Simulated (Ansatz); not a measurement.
LuB₂Ru₃ in space group P6/mmm (No. 191; Ru on 3g, Lu on 1a, B on 2c), plane-wave PAW PBE (Ansatz code), all energies at zero smearing, with the estimated change up to a 700 eV cutoff added, with one set of potentials and settings (totals compare only within such a set). Cell of 6 atoms (3 Ru, 1 Lu, 2 B): -32683.067 eV.

| element | reference phase | E (eV/atom) |
|---|---|---|
| Ru | P6_3/mmc, 2 atoms in the cell | -5878.6876 |
| Lu | P6_3/mmc, 2 atoms in the cell | -14732.4262 |
| B | R-3m, 12 atoms in the cell | -155.9161 |

Formation energy per atom, worked out: (-32683.067 − 3×(-5878.6876) − 1×(-14732.4262) − 2×(-155.9161))/6 = -0.458 eV/atom (-44 kJ per mol of atoms), at 0 K, without zero-point energy or fitted corrections.

The workflow started from an entry of the Crystallography Open Database (COD). Whether it is the stable phase at ambient conditions was not checked. Symmetry was held in the PBE relaxation; whether a distortion lowers the energy is not shown. The run is not spin-polarised. The references are the lowest solids computed at this level, not always the standard phases. Scalar-relativistic: spin–orbit coupling is off unless named, which matters more the heavier the elements.

Potentials: the later of the program's two PAW sets.
